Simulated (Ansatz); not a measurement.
VGe2:
Space group P6₂22 (No. 180); a = b = 4.7491 Å, c = 6.5480 Å, α = β = 90.00°, γ = 120.00°

| atom | site | symmetry | x | y | z |
|---|---|---|---|---|---|
| V | 3c | 222 | 0.5000 | 0.0000 | 0.0000 |
| Ge | 6i | ..2 | 0.1663 | 0.3327 | 0.0000 |

Relaxed with PBEsol.

Q: Which orbitals make up the states near the Fermi level in PBEsol (plane waves, PAW; program Ansatz)?

A: Within 0.5 eV of the Fermi level: V 3d 85 %, Ge 4p 10 %. Projections are on Löwdin-orthogonalised atomic valence shells; empty p or d shells of many metals are not among them.

Q: Tabulate the density of states.

A: States/eV per cell of 9 atoms, in 0.25 eV bins, energy from the Fermi level.

```csv
E (eV),total,V 3d,Ge 4p,Ge 4s
-7.85,1.94,0.21,0.47,1.20
-7.60,2.84,0.23,0.87,1.60
-7.35,2.17,0.21,0.66,1.20
-7.10,1.76,0.19,0.52,0.97
-6.85,1.30,0.15,0.38,0.72
-6.60,0.77,0.09,0.24,0.42
-6.35,0.59,0.07,0.22,0.28
-6.10,0.82,0.09,0.47,0.21
-5.85,1.38,0.14,0.94,0.19
-5.60,2.18,0.22,1.60,0.20
-5.35,3.89,0.41,2.97,0.31
-5.10,3.64,0.53,2.58,0.36
-4.85,3.35,0.49,2.36,0.35
-4.60,2.77,0.47,1.86,0.30
-4.35,3.32,0.54,2.33,0.29
-4.10,3.65,0.68,2.45,0.36
-3.85,2.49,0.48,1.61,0.26
-3.60,3.15,0.65,1.93,0.39
-3.35,3.57,0.82,2.08,0.48
-3.10,3.51,0.94,1.96,0.44
-2.85,4.38,1.19,2.49,0.49
-2.60,4.76,1.50,2.65,0.42
-2.35,5.50,2.12,2.80,0.35
-2.10,7.03,3.02,3.41,0.35
-1.85,9.18,4.82,3.74,0.30
-1.60,11.52,6.97,3.94,0.27
-1.35,7.85,5.22,2.22,0.20
-1.10,5.17,3.53,1.31,0.19
-0.85,4.72,3.47,0.97,0.16
-0.60,3.91,3.00,0.70,0.11
-0.35,2.75,2.20,0.42,0.07
-0.10,5.31,4.38,0.69,0.12
0.15,5.24,4.56,0.48,0.09
0.40,5.09,4.58,0.29,0.12
0.65,0.67,0.59,0.04,0.02
0.90,6.22,4.79,0.75,0.57
1.15,8.29,6.56,1.03,0.55
1.40,9.77,7.44,1.39,0.80
1.65,11.99,8.76,1.83,1.17
1.90,7.96,4.89,1.65,1.19
2.15,4.81,2.70,1.04,0.87
2.40,6.07,3.24,1.46,1.07
2.65,6.26,3.01,1.93,0.81
2.90,6.53,2.71,2.31,0.80
3.15,5.27,1.73,2.21,0.56
3.40,5.68,1.69,2.63,0.54
3.65,4.43,1.17,2.19,0.37
3.90,4.49,1.07,2.27,0.40
4.15,4.65,0.96,2.47,0.37
4.40,4.41,0.85,2.29,0.30
4.65,4.58,0.89,2.42,0.29
4.90,4.31,0.71,2.30,0.28
```

Space group P6_222. The first step of the workflow began from a Materials Project structure, measured or hypothetical; the Crystallography Open Database copy checked does not list it. Whether it is the stable phase at ambient conditions was not checked. Symmetry was held in the PBEsol relaxation; whether a distortion lowers the energy is not shown. The workflow began spin-polarised and lost its moments. Spin–orbit coupling is left out wherever it is not named.

Potentials: the later of the program's two PAW sets.
